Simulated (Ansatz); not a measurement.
Ag:
```yaml
crystal:
  lattice:
    - [0.00000, 3.81818, 3.81818]
    - [3.81818, 0.00000, 3.81818]
    - [3.81818, 3.81818, 0.00000]
  atoms:
    - { symbol: Ag, position: [0.75000, 0.75000, 0.75000] }
    - { symbol: Ag, position: [0.50000, 0.50000, 0.50000] }
    - { symbol: Ag, position: [0.12500, 0.62500, 0.12500] }
    - { symbol: Ag, position: [0.12500, 0.12500, 0.12500] }
    - { symbol: Ag, position: [0.62500, 0.12500, 0.12500] }
    - { symbol: Ag, position: [0.12500, 0.12500, 0.62500] }
```

Relaxed with r²SCAN. Special points in fractions of this cell's reciprocal vectors: Γ (0.000, 0.000, 0.000); X (0.500, 0.000, 0.500); U (0.625, 0.250, 0.625); K (0.375, 0.375, 0.750); L (0.500, 0.500, 0.500); W (0.500, 0.250, 0.750).

List the band energies nearest the Fermi level at these points for the program Ansatz at the r²SCAN with spin–orbit coupling level (PAW).

In eV from the Fermi level; about four levels below and three above (degenerate sets whole), none deeper than 8.9 eV; points with the same levels are listed once.

```json
[
 {"k": "Γ", "below": "-2.73 -2.73 -2.73 -2.73", "above": "0.41 0.41 1.84 1.84"},
 {"k": "X", "below": "-3.05 -3.05 -3.05 -3.05", "above": "0.00 0.00 0.00 0.00"},
 {"k": "U", "below": "-2.76 -2.76 -2.31 -2.31", "above": "0.37 0.37 0.50 0.50"},
 {"k": "L", "below": "-3.34 -3.34 -2.77 -2.77", "above": "0.60 0.60 1.55 1.55"},
 {"k": "W", "below": "-2.02 -2.02 -1.98 -1.98", "above": "3.36 3.36 3.36 3.36"}
]
```

Space group Fd-3m. The start of the workflow was typed in or built on a structure type; neither database checked (COD, Materials Project) lists it. It is not the phase usual at ambient conditions (space group No. 225). The cell was relaxed with r²SCAN under the symmetry of its start; whether a distortion lowers the energy is not shown. No spin polarisation was allowed.

Potentials: the earlier of the program's two PAW sets.
